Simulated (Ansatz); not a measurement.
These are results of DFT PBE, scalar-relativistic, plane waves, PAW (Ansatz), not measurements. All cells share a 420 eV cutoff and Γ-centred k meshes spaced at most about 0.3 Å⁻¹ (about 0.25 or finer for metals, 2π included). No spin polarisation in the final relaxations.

All energies are static (0 K, no zero-point motion). All come from trial cells, and lower structures may exist.

Problem. These unrelaxed guesses for OsAu are each relaxed within their symmetry. Order them by the energy at which they end, lowest first.
A.

```
CELL_PARAMETERS angstrom
3.36889 0.00000 0.00000
-1.68444 2.91754 0.00000
0.00000 0.00000 4.10528
ATOMIC_POSITIONS crystal
Os 0.00000 0.00000 0.00000
Au 0.00000 0.00000 0.50000
```

B.

```
CELL_PARAMETERS angstrom
3.43063 0.00000 0.00000
0.00000 3.43063 0.00000
0.00000 0.00000 4.81870
ATOMIC_POSITIONS crystal
Os 0.00000 0.00000 0.00000
Os 0.50000 0.50000 0.00000
Au 0.00000 0.50000 0.29130
Au 0.50000 0.00000 0.70870
```

Solution. B (ends in P4/mmm, CuAu (L1_0) type, 0 meV/atom), A (ends in P6/mmm, 90 meV/atom). Even the lowest end lies +0.82 eV/atom against the elements.

Spin–orbit coupling, which can matter for Au and Os, is left out. Cells relaxed within their symmetry can be saddle points. Some types were kept out of the candidates beforehand, so the set may lack a known form.
